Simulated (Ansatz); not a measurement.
Ansatz (a program for electronic structure) input:

Ansatz 0.2 input:
```yaml
crystal:
  lattice:
    - [5.7793014371, 0.0, 0.0]
    - [0.0, 6.201953049, 0.0]
    - [0.0, 0.0, 2.9203367708]
  atoms:
    - { symbol: Ge, position: [0.8328339942, 0.3720750854, 0.0] }
    - { symbol: Ge, position: [0.1671660058, 0.6279249146, 0.0] }
    - { symbol: Ge, position: [0.3328339942, 0.1279249146, 0.5] }
    - { symbol: Ge, position: [0.6671660058, 0.8720750854, 0.5] }
    - { symbol: Pt, position: [0.0, 0.0, 0.0] }
    - { symbol: Pt, position: [0.5, 0.5, 0.5] }
kpoints:
  mp_grid: { grid: [7, 7, 14] }
hamiltonian:
  xc: pbesol
  pseudopotentials: { kind: paw }
scf:
  occupations: { method: fermi_dirac, width: 0.1 }
phonons:
  method: dfpt
  response_accuracy: low
  eigenvectors: true
  rigid_motions: translations
```

Output (shortened):

```
Pseudopotential: Ge, paw, valence charge 14
Pseudopotential: Pt, paw, valence charge 18
Functional definition: PBEsol
Crystal: 6 atoms, lattice volume = 104.674 Å³
Basis set: ecut = 420 eV, 2031 PW (Γ), exchange–correlation on 80×96×40 points (8 copies of the dense FFT grid, shifted against one another)
Bands: 56, of which v1, the nominal top of the filled ones, is band 46 counted from 1 (45 counted from 0)
Symmetry: 8 space group operations
k-points: 200 of 686 (irreducible under 2 space group operations, time reversal used)
SCF iter   1: F=—  HF=-41783.950851 eV  |F-HF|=—  |Δ(HF+E_count)|=         —  Δρ=4.08e-3  dr2=9.64e-3  ethr=1.77e-3  ⟨swp⟩=5.8  Hψ=37926  notcnv=0  defer=81
preconditioner: auto → Kerker (q_TF=auto, 2.670 Å⁻¹)
SCF iter   2: F=—  HF=-41783.950474 eV  |F-HF|=—  |Δ(HF+E_count)|=   3.77e-4  Δρ=2.08e-3  dr2=2.80e-3  ethr=1.05e-5  ⟨swp⟩=2.0  Hψ=19271  notcnv=0  defer=91
SCF iter   3: F=—  HF=-41783.950141 eV  |F-HF|=—  |Δ(HF+E_count)|=   3.33e-4  Δρ=6.90e-4  dr2=3.25e-4  ethr=3.05e-6  ⟨swp⟩=2.5  Hψ=13685  notcnv=0  defer=91
SCF iter   4: F=—  HF=-41783.950091 eV  |F-HF|=—  |Δ(HF+E_count)|=   4.94e-5  Δρ=2.20e-4  dr2=5.19e-5  ethr=3.53e-7  ⟨swp⟩=2.2  Hψ=17438  notcnv=0  defer=91
SCF iter   5: F=—  HF=-41783.950087 eV  |F-HF|=—  |Δ(HF+E_count)|=   4.51e-6  Δρ=4.69e-5  dr2=3.00e-6  ethr=5.64e-8  ⟨swp⟩=2.8  Hψ=18697  notcnv=0  defer=91
SCF iter   6: F=—  HF=-41783.950089 eV  |F-HF|=—  |Δ(HF+E_count)|=   2.09e-6  Δρ=1.61e-5  dr2=2.93e-7  ethr=3.26e-9  ⟨swp⟩=2.7  Hψ=18960  notcnv=0  defer=91
SCF iter   7: F=—  HF=-41783.950089 eV  |F-HF|=—  |Δ(HF+E_count)|=   3.75e-8  Δρ=3.00e-6  dr2=1.06e-8  ethr=3.18e-10  ⟨swp⟩=2.4  Hψ=13462  notcnv=0  defer=91
SCF iter   8: F=—  HF=-41783.950089 eV  |F-HF|=—  |Δ(HF+E_count)|=  5.68e-10  Δρ=5.48e-7  dr2=2.11e-10  ethr=1.15e-11  ⟨swp⟩=2.0  Hψ=14231  notcnv=0  defer=91
SCF iter  10: F=-41783.950089 eV  HF=-41783.950089 eV  |F-HF|=2.18e-11  |Δ(HF+E_count)|=    0.00e0  Δρ=2.96e-8  dr2=1.52e-12  ethr=1.00e-12  ⟨swp⟩=8.7  Hψ=44988  notcnv=0
SCF 1 converged in 10 iterations: F = -41783.950089 eV  dr2 = 1.52e-12
DFPT response loops at Γ: preconditioner auto → Kerker (q_TF=auto, 2.670 Å⁻¹) (partly filled bands, converged f_vac=0.000) …
SCF converged after 10 iterations
Free energy (F): -41783.950089 eV
Harris-Foulkes:  -41783.950089 eV  (|F-HF|=2.18e-11)
Internal energy: -41783.880767 eV  (E = F + TS)
E sigma→0 (E₀):  -41783.915428 eV
Entropy (-TS):   -0.069322 eV (-11.554 meV/atom)
Fermi energy:    14.374115 eV
--- Per-component energies (eV) ---
  E_band       = -860.690922
  E_kinetic    = 1724.393147
  E_local      = -12365.532838  (includes V_loc(G=0)·N_el)
  E_nonlocal   = 2080.987810
  E_hartree    = 5198.481212
  E_xc         = -823.735360
  E_vxc        = -867.909532  (∫ρ·V_xc dr)
  E_paw        = -26546.078328  (= ΣΔE_a)
  E_vpaw       = -1829.593563  (= ΣTr[D̂ρ^β])
  E_aug_tail   = 0.001700  (compensation charges beyond the density's cutoff)
  E_ewald      = -11056.643818
  E_core_change = 4.245707  (= ΣΔE_core)
  E_smearing   = -0.069322  (= −TS)
  E_closure    = 0.000000  (closes the sum)
  Σ components = -41783.950089   (vs F -41783.950089, Δ=0.00e0)
  [band-id]    e_kinetic+e_local+e_nonlocal+2·e_hartree+e_vxc+e_vpaw+e_augmentation_tail = -860.690851   (vs E_band -860.690922, Δ=7.12e-5)
--- Band table (eV; the first three rows and the last of 200) ---
  k-point 0: bands = ["-84.6042", "-84.6042", "-38.8850", "-38.8844", "-38.7507", "-38.7501", "-38.7009", "-38.7009", "-10.2067", "-10.2016", "-10.1292", "-10.1279", "-10.0972", "-10.0945", "-10.0890", "-10.0864", "-10.0653", "-10.0583", "-10.0571", …
  k-point 1: bands = ["-84.6040", "-84.6040", "-38.8843", "-38.8838", "-38.7501", "-38.7495", "-38.7079", "-38.7079", "-10.2024", "-10.1974", "-10.1239", "-10.1225", "-10.0976", "-10.0956", "-10.0888", "-10.0867", "-10.0655", "-10.0597", "-10.0589", …
  k-point 2: bands = ["-84.6033", "-84.6033", "-38.8823", "-38.8819", "-38.7483", "-38.7479", "-38.7277", "-38.7277", "-10.1911", "-10.1862", "-10.1093", "-10.1076", "-10.1046", "-10.0970", "-10.0890", "-10.0816", "-10.0672", "-10.0636", "-10.0621", …
  k-point 199: bands = ["-84.5991", "-84.5991", "-38.8708", "-38.8708", "-38.8423", "-38.8423", "-38.7381", "-38.7381", "-10.1447", "-10.1446", "-10.1368", "-10.1363", "-10.1002", "-10.0998", "-10.0812", "-10.0811", "-10.0640", "-10.0621", "-10.0577", …
--- Phonons (Γ-DFPT): 6 representative perturbations + reference, on 200 of 686 k-points (Σ response iterations 20) ---
  ASR residual: 1.129e-3 → 0.000e0 eV/Å²; symmetrization residual: 9.359e-5 eV/Å²
  ASR residual per site (eV/Å²): 1.13e-3 1.13e-3 1.13e-3 1.13e-3 1.05e-3 1.05e-3
  Γ frequencies (cm⁻¹): 0.00 0.00 0.00 73.50 92.40 102.32 102.51 103.63 121.09 128.09 149.18 151.26 193.78 222.22 222.45 231.18 232.16 253.38
  non-analytic LO–TO correction: not included (Born effective charges unavailable; polar crystals: no LO–TO splitting at Γ)
```

Cost: very roughly 12 core-minutes on shared cores.

Space group Pnnm. The workflow started from a Materials Project entry (that database holds measured and hypothetical structures alike); the Crystallography Open Database files this formula in space group No. 58, but the cells were not matched. Its standing as an ambient phase is unchecked. The PBEsol relaxation kept the symmetry of its start; of distortions, only those at the zone centre were tested. No spin polarisation was allowed. As this level gives no gap, phonon frequencies hold no LO–TO term and depend on the k-mesh and smearing (Fermi–Dirac, 0.1 eV here). Spin–orbit coupling is left out wherever it is not named.

Potentials: the later of the program's two PAW sets.

Ansatz is a plane-wave DFT program.
